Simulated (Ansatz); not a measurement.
**Zr2Ti3N5: computed properties**

All numbers below come from DFT PBE, scalar-relativistic, plane waves, PAW (Ansatz).

Cutoff 420 eV; k points 12×12×12 on the computed 10-atom cell (Γ-centred); Gaussian smearing, width 0.10 eV; no spin polarisation.

The structure is relaxed at this level of theory with its symmetry kept, and needn't be the ground state of this composition.

Space group R-3m (No. 166), trigonal, a = 3.112 Å, c = 37.954 Å. Zr is surrounded by 6 N at 2.26 Å, 6 Zr at 3.11 Å and 6 Ti at 3.13–3.14 Å; Ti on a site of symmetry 3m is surrounded by 6 N at 2.16 Å, 9 Ti at 2.98–3.11 Å and 3 Zr at 3.14 Å; Ti on a site of symmetry -3m is surrounded by 6 N at 2.16 Å, 6 Ti at 3.11 Å and 6 Zr at 3.13 Å; around N on a site of symmetry 3m lie 3 Ti at 2.16 Å and 3 Zr at 2.26 Å; around N on a second site of symmetry 3m lie 3 Ti at 2.16 Å and 3 Zr at 2.26 Å; N on a site of symmetry -3m is surrounded by 6 Ti at 2.16 Å.

| Property | Result |
| --- | --- |
| Volume per atom | 10.61 Å³ |
| Formation energy from the elements' standard states (uncorrected) | -1.674 eV/atom |
| Kohn–Sham band gap | none (metal) |
| Density of states at the Fermi level | 4.0 states/eV per cell |
| Orbital (Löwdin) character within 0.5 eV of the Fermi level | Ti 3d 60 %, Zr 4d 22 %, N 2p 15 % |
| Bader charge by site (e) | Zr (2 in the cell) 1.88, Ti (2 in the cell) 1.75, Ti (1 in the cell) 1.74, N (2 in the cell) -1.81, N (2 in the cell) -1.81, N (1 in the cell) -1.76 |

The cell was found from a structure generator's guess, not taken from experiment. Löwdin shares on free-atom orbitals overweight diffuse shells.
